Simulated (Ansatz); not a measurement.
MoS₂ (2H-MoS2 type, space group P6_3/mmc)

```xyz
6
Lattice="3.1090 0.0000 0.0000 -1.5545 2.6925 0.0000 0.0000 0.0000 11.7086" Properties=species:S:1:pos:R:3 pbc="T T T"
Mo     0.0000     1.7950     2.9272
Mo     1.5545     0.8975     8.7815
S      0.0000     1.7950     7.2182
S      1.5545     0.8975     1.3639
S      1.5545     0.8975     4.4905
S      0.0000     1.7950    10.3448
```

The slice is a (0001) plane (indices of the conventional cell) through the point (0.667, 0.333, 0.750) (fractional), spanned by u = [110] and v = [1 -1 0] in vectors of this cell: u (3.11 Å) and v (5.39 Å, at 90° to u). It covers one period; positions are fractions (u, v).

Level of theory: PBEsol-D3(BJ) (plane waves to 420 eV, PAW, scalar-relativistic; Ansatz, an electronic-structure program). k mesh 12×12×3. Inside the PAW spheres the values are not all-electron values, and peaks at nuclei hang on which shells count as valence. MoS2 is run without spin polarisation. MoS2 was relaxed with its symmetry unable to fall. The PAW data are Ansatz's earlier set.

Three fields on this plane, each scaled to ten steps between its own extremes (0 low, 9 high; the total valence density on a logarithmic scale, the potential cut 8 eV below its top; x marks points blanked near nuclei; v = 0 in the bottom row):

Map A
```
|xxxx33633xxx|
|xxxx25852xxx|
|xxx2379732xx|
|001368986310|
|002454445420|
|112212321221|
|1100xxxxx001|
|100xxxxxxx00|
|211xxxxxxx11|
|423xxxxxxx32|
|633xxxxxxx33|
|852xxxxxxx25|
|9732xxxxx237|
|986310001368|
|445420002454|
|321221112212|
|xxx0011100xx|
|xxxx00100xxx|
|xxxx11211xxx|
|xxxx32423xxx|
```

Map B
```
|xxxx83138xxx|
|xxxx51015xxx|
|xxx7200027xx|
|875310001357|
|333222222233|
|223357875332|
|2347xxxxx743|
|236xxxxxxx63|
|348xxxxxxx84|
|249xxxxxxx94|
|138xxxxxxx83|
|015xxxxxxx51|
|0027xxxxx720|
|001357875310|
|222233333222|
|875332223357|
|xxx7432347xx|
|xxxx63236xxx|
|xxxx84348xxx|
|xxxx94249xxx|
```

Map C
```
|xxxx05850xxx|
|xxxx27972xxx|
|xxx0699960xx|
|002589998520|
|566777677766|
|887520002578|
|8750xxxxx057|
|761xxxxxxx16|
|750xxxxxxx05|
|750xxxxxxx05|
|850xxxxxxx05|
|972xxxxxxx27|
|9960xxxxx069|
|998520002589|
|677766566777|
|002578887520|
|xxx0578750xx|
|xxxx16761xxx|
|xxxx05750xxx|
|xxxx05750xxx|
```

**Question.** Assign the maps to these fields: electron localisation function (ELF); valence electron density; electrostatic potential energy of an electron, from the cell's mean.

**Answer.** A is the electron localisation function (ELF); B is the valence electron density; C is the electrostatic potential energy of an electron, from the cell's mean.
